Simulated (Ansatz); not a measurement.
In plane-wave PAW PBEsol (Ansatz code), CsSnI₃ in the orthorhombic phase (Pnma; Cs on 4c, Sn on 4a, I on 4c, I on 8d) relaxes to a = 8.778 Å, b = 12.238 Å, c = 8.380 Å. Sn has 6 nearest neighbours from 3.10 Å (octahedral). Against the elements it lies at -0.94 eV/atom, with no fitted shifts.

It is gapped at this level: 0.55 eV (direct). The valence maximum lies at Γ and the conduction minimum at Γ. The screened hybrid HSE06 puts the gap at 0.97 eV. Electrons at the band edge weigh 0.068, 0.20, 0.87 mₑ (principal values). The hole mass is 0.063, 0.075, 0.093 mₑ (principal values).

An equation-of-state fit gives a bulk modulus of 153 kbar. The elastic constants imply a Debye temperature near 112 K.

Symmetry was held in the PBEsol relaxation. The references are the lowest solids computed at this level, not always the standard phases. Spin–orbit coupling is left out wherever it is not named.

Potentials: the later of the program's two PAW sets.
